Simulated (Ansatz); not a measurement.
The start is a generated cell, La2O3 placed in the AFLOW prototype A3B2_hR5_155_e_c (D5_e, as in Ni3S2). Cell shape, volume and atoms are optimised at zero target pressure with r2SCAN (plane waves to 500 eV, PAW, scalar-relativistic; Ansatz, a quantum-chemistry and plane-wave program). The first steps use a coarse 5×5×5 k-mesh.

Initial structure:
```
CELL_PARAMETERS angstrom
      3.06262     1.76820     2.53375
     -3.06262     1.76820     2.53375
      0.00000    -3.53641     2.53375
ATOMIC_POSITIONS crystal
  O  0.24490 0.75510 0.50000
  O  0.50000 0.24490 0.75510
  O  0.75510 0.50000 0.24490
  La 0.25210 0.25210 0.25210
  La 0.74790 0.74790 0.74790
```

Problem. How large is the pressure on the unrelaxed cell, and of which sign?

Solution. +3.2 GPa (positive: the cell is compressed).

Problem. What is the largest force in the starting geometry, and on which atom (counted from 1)?

Solution. 1.86 eV/Å, on La4, La5 (atoms numbered as listed).

Problem. By how much does the energy per atom fall from start to end?

Solution. 0.22 eV/atom.

Problem. How does the volume change?

Solution. +8.8 %, from 16.47 to 17.91 Å³/atom.

Problem. Write out the relaxed structure.

Solution. 
Space group R32, hexagonal axes (No. 155); a = 5.9890 Å, b = 5.9890 Å, c = 8.6501 Å, α = 90.00°, β = 90.00°, γ = 120.00°

| atom | site | symmetry | x | y | z |
|---|---|---|---|---|---|
| O | 9e | .2 | 0.2900 | 0.2900 | 0.5000 |
| La | 6c | 3. | 0.0000 | 0.0000 | 0.2899 |
(The calculation used a cell of 5 atoms; values per cell refer to that cell.)

The space group stays R32 (No. 155) (the run could not lower it), with 5 atoms in the primitive cell. Final values are on a 8×8×8 k-mesh of the relaxed cell. No spin polarisation in the result.

The run could not lose the symmetry of its start; a randomly shaken copy of 10 atoms returns to this structure.

The relaxed structure here is a generated cell of La2O3: the first start was made by placing the elements on the sites of a structure type, and the end was not matched to a known phase here, so it may be hypothetical. Known forms of La2O3 include space group No. 164.
